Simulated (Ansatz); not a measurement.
CuI:
```cif
data_CuI
_chemical_formula_sum 'Cu1 I1'
_space_group_name_H-M_alt 'P 1'
_space_group_IT_number 1
_cell_length_a 4.29845
_cell_length_b 4.29845
_cell_length_c 4.29845
_cell_angle_alpha 60.000
_cell_angle_beta 60.000
_cell_angle_gamma 60.000
loop_
_space_group_symop_operation_xyz
  'x, y, z'
loop_
_atom_site_label
_atom_site_type_symbol
_atom_site_fract_x
_atom_site_fract_y
_atom_site_fract_z
_atom_site_occupancy
Cu1 Cu 0.00000 0.00000 0.00000 1
I1 I 0.25000 0.25000 0.25000 1
```

Relaxed with PBE.

Task: Decompose the optical modes at the zone centre into irreducible representations, and say which are infrared and Raman allowed.

Result: Point group -43m: Γ_opt = T2. Infrared: T2. Raman: T2.

Task: Assign frequencies (DFPT, PBE in the plane-wave PAW code Ansatz; without the LO–TO term).

Result: T2 122 cm⁻¹.

Space group F-43m (zinc blende). Symmetry was held in the PBE relaxation; phonons on a q-mesh show no instability. No spin polarisation was allowed. Spin–orbit coupling is left out wherever it is not named.

Potentials: the later of the program's two PAW sets.
